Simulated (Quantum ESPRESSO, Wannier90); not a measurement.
**Tight-binding from DFT: Ba2HfS4 (I4/mmm)**

Structure: Materials Project mp-9321, symmetrised, not relaxed again. Not found in the COD (Crystallography Open Database) copy used; not checked further. Level: PBEsol, spinors with spin-orbit coupling; pw.x of Quantum ESPRESSO at 47 Ry with PseudoDojo potentials, 4×4×4 k-points, Wannier90. Density: 8×8×8 mesh, cold smearing 0.01 Ry.

```
begin unit_cell_cart
ang
    0.0000000000   -4.9471800000    0.0000000000
    4.9471800000    0.0000000000    0.0000000000
   -2.4735900000    2.4735900000    7.9265050000
end unit_cell_cart
mp_grid = 4 4 4
```

Problem. Which shells of neighbouring k-points and which b-vectors and weights does Wannier90 pick for this cell and mesh?

Solution. 
```
 *---------------------------------- K-MESH ----------------------------------*
 +----------------------------------------------------------------------------+
 |                    Distance to Nearest-Neighbour Shells                    |
 |                    ------------------------------------                    |
 |          Shell             Distance (Ang^-1)          Multiplicity         |
 |          -----             -----------------          ------------         |
 |             1                   0.198170                      2            |
 |             2                   0.332615                      8            |
 |             3                   0.396340                      2            |
 |             4                   0.434943                      8            |
 |             5                   0.449032                      4            |
 |             6                   0.490817                      8            |
 |             7                   0.588439                      8            |
 |             8                   0.594510                      2            |
       ... (lines left out)
 +----------------------------------------------------------------------------+
 | The b-vectors are chosen automatically                                     |
 | The following shells are used:                       1,  2                 |
 +----------------------------------------------------------------------------+
 |                        Shell   # Nearest-Neighbours                        |
 |                        -----   --------------------                        |
 |                          1               2                                 |
 |                          2               8                                 |
 +----------------------------------------------------------------------------+
 | Completeness relation is fully satisfied [Eq. (B1), PRB 56, 12847 (1997)]  |
 +----------------------------------------------------------------------------+
 |                  b_k Vectors (Ang^-1) and Weights (Ang^2)                  |
 |                  ----------------------------------------                  |
 |            No.         b_k(x)      b_k(y)      b_k(z)        w_b           |
 |            ---        --------------------------------     --------        |
 |             1         0.000000    0.000000    0.198170    10.252120        |
 |             2         0.000000    0.000000   -0.198170    10.252120        |
 |             3         0.317513    0.000000    0.099085     2.479794        |
 |             4         0.000000   -0.317513    0.099085     2.479794        |
 |             5         0.317513    0.000000   -0.099085     2.479794        |
 |             6         0.000000   -0.317513   -0.099085     2.479794        |
 |             7        -0.317513    0.000000   -0.099085     2.479794        |
 |             8        -0.317513    0.000000    0.099085     2.479794        |
 |             9         0.000000    0.317513   -0.099085     2.479794        |
 |            10         0.000000    0.317513    0.099085     2.479794        |
```
